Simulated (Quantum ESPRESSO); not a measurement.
# Computed records: Ga₃SiCN₃ (made-up cell)

Computed with Quantum ESPRESSO 7.5. Calculation on a made-up crystal cell, not a measurement: periodic Kohn-Sham density functional theory in plane waves with PseudoDojo standard norm-conserving scalar-relativistic pseudopotentials, each functional with its own files (v0.5 for PBE, v0.4.1 for LDA and PBEsol), no spin polarisation, no spin-orbit coupling, atoms not relaxed, stress positive in tension, energies less a fixed whole-eV offset for each atom's element; levels are Kohn-Sham levels at fractions of this cell's reciprocal vectors, counted from the reference band (half the neutral cell's valence electrons, rounded up) at Gamma; error bars cover cutoff and k-mesh only, not smearing or the files; added strain carries the atoms with the cell, and shear is the tensor component; each bar is the largest change over components, and at least 0.002 eV, 0.002 eV per angstrom or 0.02 GPa; energies are for the whole cell, and the offsets were chosen from early runs and are not element reference energies.

Ga₃SiCN₃ (made-up cell)

Unstrained structure:
```
Ga3SiCN3
1.0
      3.1592     0.0000     0.0000
      0.0000     5.4719     0.0000
      0.0000     0.0000     5.1590
Ga Si Ga N C N
1 1 2 2 1 1
Direct
  0.00728 -0.00885 0.00072
  0.50234 0.49906 -0.00721
  0.50858 0.16245 0.50099
  0.00576 0.66529 0.50756
  0.02118 -0.00201 0.37639
  0.51203 0.49224 0.37501
  0.50449 0.16482 0.87649
  0.00120 0.67222 0.87608
```

| Property | Result |
| --- | --- |
| lattice type | wurtzite |
| functional | pbe |
| cutoff | 1143 eV |
| fermi dirac smearing | 0.025 eV |
| scf tolerance | 1e-07 eV |
| electrons removed | 0 |
| added strain kind | uniform |
| added strain | 0.0199 |
| k mesh | 6 x 4 x 4, shifted by half a step |
| structure shown | before the added strain of 0.0199 |
| free energy less offsets | -3.42 eV |
| smearing term minus ts | 0 eV |
| scf iterations | 13 |
| pressure | -4.668 GPa |
| stress xx | 5.45 GPa |
| stress yy | 5.015 GPa |
| stress zz | 3.538 GPa |
| stress yz | -1.244 GPa |
| stress xz | -0.2453 GPa |
| stress xy | -1.034 GPa |
| reference band | 31 |
| error bar energy | 0.002 eV |
| error bar stress | 0.04459 GPa |
| error bar force | 0.002 eV/Å |
| error bar next band up | 0.002 eV |
| error bars from | tighter rerun of a related cell |

Atoms:
```
atoms element  atom site  atom energy offset (eV)
           Ga          1                    -2080
           Si          2                     -115
           Ga          3                    -2080
           Ga          4                    -2080
            N          5                     -283
            N          6                     -283
            C          7                     -163
            N          8                     -283
```

Forces:
```
site  x (eV/Å)  y (eV/Å)  z (eV/Å)
   1    -0.075     2.697    0.5309
   2    0.1108    -2.105    0.8307
   3    0.3955   -0.6251    0.1495
   4    0.1918    0.5326    -1.565
   5   -0.5664    -1.038   0.06645
   6   -0.2227      1.33    -2.267
   7    0.1243     2.241     0.802
   8   0.04169    -3.032     1.453
```

Levels:
```
level k point  next band up (eV)
        Gamma            0.08749
(1/2,1/2,1/2)              1.558
   (0.15,0,0)              1.161
   (0,0.15,0)             0.4679
   (0,0,0.15)             0.4905
```
